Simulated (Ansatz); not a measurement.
A trial cell of TePb was relaxed with PBE (plane waves to 420 eV, PAW, scalar-relativistic; Ansatz, an electronic-structure program).

Before: Pnma (No. 62), oP8; a = 14.254 Å, b = 4.956 Å, c = 5.854 Å, α = β = γ = 90.00°.

After relaxation:

Simulated powder pattern, Fe Kα, λ = 1.93735 Å (kinematic, ideal powder, no thermal factors, no anomalous dispersion; the 24 strongest lines at most, above 1 %, up to 2θ = 90°):

| 2θ (°) | I/Imax (%) |
|---|---|
| 29.59 | 11 |
| 34.30 | 100 |
| 49.30 | 76 |
| 58.55 | 6.2 |
| 61.43 | 27 |
| 72.28 | 13 |
| 79.99 | 2.9 |
| 82.51 | 38 |

### Question
Identify the relaxed structure from its pattern: crystal system, space group and cell.

### Answer
Cubic, Fm-3m (No. 225), cF8, rock salt type; a = b = c = 6.570 Å, α = β = γ = 90.00°. Sites: Pb 4b (0.500, 0.500, 0.500); Te 4a (0.000, 0.000, 0.000).

### Question
Index the strongest lines.

### Answer
34.30° (200), 49.30° (220), 61.43° (222), 72.28° (400), 82.51° (420).

No spin polarisation in the result.

The run could not lose the symmetry of its start.
